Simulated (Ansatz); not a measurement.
Input file for Ansatz (an electronic-structure program):

Ansatz 0.2 input:
```yaml
crystal:
  lattice:
    - [5.4984624159, 0.0, 0.0]
    - [0.0, 5.4984624159, 0.0]
    - [0.0, 0.0, 3.2666818285]
  atoms:
    - { symbol: Mg, position: [0.3208943501, 0.6791056499, 0.0] }
    - { symbol: Mg, position: [0.6791056499, 0.3208943501, 0.0] }
    - { symbol: Mg, position: [0.8208943501, 0.8208943501, 0.5] }
    - { symbol: Mg, position: [0.1791056499, 0.1791056499, 0.5] }
    - { symbol: O, position: [0.3163451082, 0.3163451082, 0.0] }
    - { symbol: O, position: [0.6836548918, 0.6836548918, 0.0] }
    - { symbol: O, position: [0.1836548918, 0.8163451082, 0.5] }
    - { symbol: O, position: [0.8163451082, 0.1836548918, 0.5] }
kpoints:
  mp_grid: { grid: [3, 3, 5] }
hamiltonian:
  xc: hse06
  pseudopotentials: { kind: paw }
scf:
  n_extra_bands: 8
  occupations: { method: fixed }
output:
  eigenvalues: true
  eigenstates:
    e_range: [-9.0, 14.2]
    kpoints:
      - [-0.078125, -0.078125, 0.0]  # VBM
      - [0.0, 0.0, 0.0]  # CBM
      - [0.0, 0.0, 0.0]  # GAMMA
      - [0.0, 0.0, 0.5]  # Z
      - [0.5, 0.5, 0.0]  # M
      - [0.5, 0.5, 0.5]  # A
      - [0.0, 0.5, 0.5]  # R
      - [0.0, 0.5, 0.0]  # X
```

Output (shortened):

```
Pseudopotential: Mg, paw, valence charge 10
Pseudopotential: O, paw, valence charge 6
Functional definition: HSE06
davidson cushion auto → on  (no smearing: the cushion is to keep the highest requested band from converging to the state above it …
Crystal: 8 atoms, lattice volume = 98.762 Å³
Basis set: ecut = 420 eV, 1935 PW (Γ)
Bands: 40, of which v1, the nominal top of the filled ones, is band 32 counted from 1 (31 counted from 0)
Symmetry: 16 space group operations
Space group: P42/mnm (ITA 136), of the structure as read, at distance tolerance 4.6e-5 Å
k-points: 9 of 45
SCF iter   1: F=—  HF=-9975.822830 eV  |F-HF|=—  |Δ(HF+E_count)|=         —  Δρ=1.13e-3  dr2=9.00e-4  ethr=1.77e-3  ⟨swp⟩=2.0  Hψ=2458  notcnv=0
preconditioner: auto → none
SCF iter   2: F=-9975.822153 eV  HF=-9975.822441 eV  |F-HF|=2.88e-4  |Δ(HF+E_count)|=   3.89e-4  Δρ=6.15e-4  dr2=2.31e-4  ethr=1.41e-6  ⟨swp⟩=5.0  Hψ=1072  notcnv=0  defer=4
SCF 1 stopped early in 2 iterations: F = -9975.822153 eV  dr2 = 2.31e-4
Crystal: 8 atoms, lattice volume = 98.762 Å³
Exchange kernel: α = 0.2500, screened, ω = 0.2079 Å⁻¹, Wigner–Seitz truncation, v(0) = 1037.0924 eV·Å³, q-mesh 3×3×5, nearest image of the exchange supercell L …
Frozen-core exchange: fock
SCF iter   1: F=—  HF=-9976.474159 eV  |F-HF|=—  |Δ(HF+E_count)|=         —  Δρ=7.14e-3  dr2=4.53e-2  ethr=3.61e-6  ⟨swp⟩=6.3  Hψ=1624  notcnv=0
preconditioner: auto → none
SCF iter   2: F=—  HF=-9976.459402 eV  |F-HF|=—  |Δ(HF+E_count)|=   1.48e-2  Δρ=4.33e-3  dr2=7.56e-3  ethr=3.61e-6  ⟨swp⟩=4.0  Hψ=1258  notcnv=0
SCF iter   3: F=—  HF=-9976.471902 eV  |F-HF|=—  |Δ(HF+E_count)|=   1.25e-2  Δρ=1.78e-3  dr2=3.10e-3  ethr=3.61e-6  ⟨swp⟩=3.4  Hψ=967  notcnv=0
iter 4 solved again at ethr=2.12e-7 eV; its pass at ethr=3.61e-6 eV (dr2=1.36e-4 eV) is discarded
SCF iter   4: F=—  HF=-9976.471010 eV  |F-HF|=—  |Δ(HF+E_count)|=   8.92e-4  Δρ=3.32e-4  dr2=1.84e-4  ethr=2.12e-7  ⟨swp⟩=2.0  Hψ=1585  notcnv=0
SCF iter   5: F=—  HF=-9976.471255 eV  |F-HF|=—  |Δ(HF+E_count)|=   2.45e-4  Δρ=2.83e-4  dr2=8.19e-5  ethr=2.06e-7  ⟨swp⟩=3.6  Hψ=852  notcnv=0
SCF iter   6: F=-9976.471234 eV  HF=-9976.471235 eV  |F-HF|=9.92e-7  |Δ(HF+E_count)|=   2.01e-5  Δρ=5.90e-5  dr2=9.26e-6  ethr=1.17e-7  ⟨swp⟩=3.0  Hψ=966  notcnv=0
SCF 2 stopped early in 6 iterations: F = -9976.471234 eV  dr2 = 9.26e-6
hybrid outer 1: dexx = +1.569e-2 eV, tail = 1.41e-4 eV
Crystal: 8 atoms, lattice volume = 98.762 Å³
Exchange kernel: α = 0.2500, screened, ω = 0.2079 Å⁻¹, Wigner–Seitz truncation, v(0) = 1037.0924 eV·Å³, q-mesh 3×3×5, nearest image of the exchange supercell L …
Frozen-core exchange: fock
SCF iter   1: F=—  HF=-9976.471035 eV  |F-HF|=—  |Δ(HF+E_count)|=         —  Δρ=4.78e-5  dr2=1.07e-6  ethr=1.10e-6  ⟨swp⟩=2.8  Hψ=800  notcnv=0
preconditioner: auto → none
SCF iter   2: F=—  HF=-9976.471036 eV  |F-HF|=—  |Δ(HF+E_count)|=   8.31e-7  Δρ=1.66e-5  dr2=1.58e-7  ethr=1.59e-9  ⟨swp⟩=4.4  Hψ=1364  notcnv=0  defer=1
iter 3 solved again at ethr=1.39e-11 eV; its pass at ethr=2.23e-10 eV (dr2=8.92e-9 eV) is discarded
SCF iter   3: F=-9976.471036 eV  HF=-9976.471036 eV  |F-HF|=1.61e-8  |Δ(HF+E_count)|=   2.47e-8  Δρ=5.29e-6  dr2=1.17e-8  ethr=1.39e-11  ⟨swp⟩=2.2  Hψ=1749  notcnv=0
SCF 3 converged in 3 iterations: F = -9976.471036 eV  dr2 = 1.17e-8
hybrid outer 2: dexx = +5.032e-7 eV, tail = 7.63e-8 eV, Δε = 1.82e-3 eV (about 8.95e-5 eV left of the loop's levels)
NSCF: frozen V_eff on 8 k-points
hybrid SCF converged: 2 outer / 9 inner (+2 warm-up), last move |dexx| = 5.03e-7 eV, tail = 7.63e-8 eV
Stability not checked (fock_operator)
Free energy (F): -9976.471036 eV
Frozen-core exchange: fock
Harris-Foulkes:  -9976.471036 eV  (|F-HF|=1.61e-8)
Internal energy: -9976.471036 eV  (E = F + TS)
E sigma→0 (E₀):  -9976.471036 eV
Fermi energy:    3.140265 eV
--- Per-component energies (eV) ---
  E_band       = -1552.034601
  E_kinetic    = 1022.007745
  E_local      = -7735.898500  (includes V_loc(G=0)·N_el)
  E_nonlocal   = 565.362036
  E_hartree    = 2786.561186
  E_xc         = -337.273767
  E_vxc        = -427.896841  (∫ρ·V_xc dr)
  E_exx        = -285.483659  (= α·E_x^exact, valence–valence)
  E_paw        = -1595.077147  (= ΣΔE_a)
  E_vpaw       = 22.217637  (= ΣTr[D̂ρ^β])
  E_aug_tail   = 0.009811  (compensation charges beyond the density's cutoff)
  E_ewald      = -4396.432577
  E_core_change = -0.246164  (= ΣΔE_core)
  E_smearing   =  0.000000  (= −TS)
  E_closure    = 0.000000  (closes the sum)
  Σ components = -9976.471036   (vs F -9976.471036, Δ=1.82e-12)
  [band-id]    e_kinetic+e_local+e_nonlocal+2·e_hartree+e_vxc+2·e_exx+e_vpaw+e_augmentation_tail = -1552.043057   (vs E_band -1552.034601, Δ=-8.46e-3)
--- Band table (eV; the first three rows and the last of 9) ---
  k-point 0: bands = ["-72.7749", "-72.7715", "-72.7696", "-72.7696", "-37.7177", "-37.7099", "-37.7099", "-37.7093", "-37.6883", "-37.6831", "-37.6670", "-37.6565", "-37.6565", "-37.6534", "-37.6519", "-37.6519", "-14.3285", "-13.5898", "-13.5898", …
  k-point 1: bands = ["-72.7743", "-72.7715", "-72.7693", "-72.7693", "-37.7136", "-37.7089", "-37.7089", "-37.7068", "-37.6898", "-37.6853", "-37.6735", "-37.6639", "-37.6639", "-37.6627", "-37.6519", "-37.6519", "-14.1749", "-13.5178", "-13.5178", …
  k-point 2: bands = ["-72.7729", "-72.7718", "-72.7687", "-72.7687", "-37.7077", "-37.7077", "-37.7034", "-37.7007", "-37.6942", "-37.6923", "-37.6830", "-37.6793", "-37.6751", "-37.6751", "-37.6523", "-37.6523", "-13.8367", "-13.5697", "-13.3980", …
  k-point 8: bands = ["-72.7724", "-72.7722", "-72.7687", "-72.7687", "-37.7117", "-37.7106", "-37.7041", "-37.7008", "-37.6974", "-37.6961", "-37.6773", "-37.6747", "-37.6733", "-37.6728", "-37.6524", "-37.6515", "-13.7171", "-13.6441", "-13.4196", …
```

Cost: roughly 2.7 core-minutes on shared cores.

The points marked VBM and CBM come from a semilocal run.

Space group P4_2/mnm. The start of the workflow was typed in or built on a structure type; neither database checked (COD, Materials Project) lists it. It is not the phase usual at ambient conditions (space group No. 225). The cell was relaxed with r²SCAN under the symmetry of its start; its stability against distortions is not shown here.

Potentials: the later of the program's two PAW sets.

Ansatz is a plane-wave DFT program.
